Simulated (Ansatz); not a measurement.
Method: r2SCAN, no spin polarisation; PAW, plane waves to 500 eV, 7×7×7 Γ-centred mesh, fermi-dirac occupations (width 0.1 eV) (Ansatz 0.2.0), atoms fixed.

Computed maps in the lattice plane spanned by a (left to right, 5.32 Å, 16 points from zero) and c (bottom to top, 6.65 Å, 20 points from zero), 90° apart, at height 0.000 along b. The fields are smooth PAW ones with compensation charges, not the true ones near nuclei.

Valence density. Digits on a logarithmic scale: 0 up to 0.03 e/Å³, each further digit a factor of 1.6, 9 from 1.3 e/Å³ up:
```
9996433333334699
9986665555566689
7668997666799866
4579999767999975
3589999767999985
3479999656999974
3357886545688753
3345554222455543
4433221101122334
4432110000011234
4433221101122334
3345554222455543
3357886545688753
3479999656999974
3589999767999985
4579999767999975
7668997666799866
9986665555566689
9996433333334699
9997433333334799
```

**Question.** The cell is Sc₂CdSe₂O₆. Which atoms lie within 0.2 Å of this plane, and where (fractions of a and c)?

**Answer.** Cd at (0.00, 0.00), O at (0.74, 0.76), O at (0.28, 0.76), O at (0.26, 0.24), O at (0.72, 0.24). The whole cell:
```
CELL_PARAMETERS angstrom
5.32166 0.00000 0.00000
-2.66083 4.60869 0.00000
0.00000 -3.07246 5.89954
ATOMIC_POSITIONS crystal
Sc 0.80396 0.60782 0.41178
Sc 0.19604 0.39218 0.58822
Cd 0.00000 0.00000 0.00000
Se 0.62400 0.24790 0.87190
Se 0.37600 0.75210 0.12810
O 0.74196 0.01822 0.76018
O 0.74196 0.48392 0.76018
O 0.27626 0.01822 0.76018
O 0.25804 0.98178 0.23982
O 0.72374 0.98178 0.23982
O 0.25804 0.51608 0.23982
```

Origin: a known structure type with other elements, at an estimated volume, so it need not be a known compound. Caveats: many states at the Fermi level without spin polarisation, so a magnetic state may lie lower; atoms or cell far from equilibrium.
